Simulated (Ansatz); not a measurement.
SrMg₂Bi₂ in space group P-3m1 (No. 164; Sr on 1a, Mg on 2d, Bi on 2d) at seven volumes, plane-wave PAW r²SCAN (Ansatz code), shape and atoms relaxed at each. One row is withheld.

```
V (Å³/atom)  P (GPa)
-----------  -------
29.208             ?
30.171          2.59
31.134          1.19
32.097          0.00
33.060         -1.02
34.023         -1.90
34.986         -2.64
```

### Question
Fit the shown pressures and predict the withheld one.

### Answer
Third-order Birch–Murnaghan: P = (3/2)B₀(x^(7/2) − x^(5/2))[1 + (3/4)(B′ − 4)(x − 1)] with x = (V₀/V)^(2/3). Least squares on the six rows gives V₀ = 32.095 Å³/atom, B₀ = 36.75 GPa, B′ = 4.23. At V = 29.208, x = 1.0649 and P = 4.23 GPa. The run itself gave 4.23 GPa.

The workflow started from a Materials Project entry (that database holds measured and hypothetical structures alike); the Crystallography Open Database copy checked does not list it. Whether it is the stable phase at ambient conditions was not checked. Symmetry was held in the r²SCAN relaxation; whether a distortion lowers the energy is not shown. Spin–orbit coupling is left out wherever it is not named.

Potentials: the later of the program's two PAW sets.
